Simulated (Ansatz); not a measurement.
**ZrBeB under strain**

Theory: Ansatz 0.2.0, DFT PBEsol, scalar-relativistic, plane waves, PAW. (420 eV cutoff, 15×15×12 k-mesh, Gaussian smearing of 0.10 eV, no spin polarisation)

The relaxed crystal:

```
Zr Be B
1.0
     3.39504    0.00000    0.00000
    -1.69752    2.94019    0.00000
     0.00000    0.00000    3.45095
Zr Be B
1 1 1
Cartesian
  0.0000 0.0000 0.0000
  0.0000 1.9601 1.7255
  1.6975 0.9801 1.7255
```

Deformation: all cell vectors scaled alike, the atoms relaxed, all within the symmetry that the strain leaves. Energies are extrapolated to zero smearing. Stress is positive in compression, on the Cartesian axes of the cell above.

```csv
strain (%),ΔE (meV/atom),a (Å),b (Å),c (Å),σxx (GPa),σyy (GPa),σzz (GPa)
-6.0,247.5,3.191,3.191,3.244,47.15,47.15,45.41
-4.0,104.6,3.259,3.259,3.313,28.21,28.21,26.75
-2.0,24.7,3.327,3.327,3.382,12.59,12.59,11.78
+0.0,0.0,3.395,3.395,3.451,-0.01,-0.01,-0.01
+2.0,22.1,3.463,3.463,3.520,-9.83,-9.83,-9.11
+4.0,83.5,3.531,3.531,3.589,-17.38,-17.38,-16.05
+6.0,177.7,3.599,3.599,3.658,-23.10,-23.10,-21.25
```